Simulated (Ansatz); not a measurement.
Here is the system:

Al3Ni2:
```
Al3Ni2
1.0
    4.00525     0.00000     0.00000
   -2.00262     3.46864     0.00000
    0.00000     0.00000     4.85497
Al Ni
3 2
Direct
  0.00000   0.00000   0.00000
  0.33333   0.66667   0.64767
  0.66667   0.33333   0.35233
  0.33333   0.66667   0.14562
  0.66667   0.33333   0.85438
```

This is the PBEsol-relaxed structure.

Problem. All from PBEsol in the plane-wave PAW code Ansatz, unless another level is named. Give the Debye temperature from the elastic constants.

Solution. 608 K.

Problem. Next, the highest zone-centre frequency?

Solution. 385 cm⁻¹.

Space group P-3m1 (La2O3 or Ni2Al3 type). The workflow started from a Materials Project entry (that database holds measured and hypothetical structures alike); the Crystallography Open Database copy checked does not list it. Its standing as an ambient phase is unchecked. The cell was relaxed with PBEsol under the symmetry of its start; of distortions, only those at the zone centre were tested. The run is not spin-polarised. As this level gives no gap, shear constants depend on the k-mesh and smearing (Fermi–Dirac, 0.1 eV here). As this level gives no gap, phonon frequencies hold no LO–TO term and depend on the k-mesh and smearing (Fermi–Dirac, 0.1 eV here). On the denser mesh and wider smearing of the elastic run this cell carries a stress of 0.4 GPa.

Potentials: the later of the program's two PAW sets.
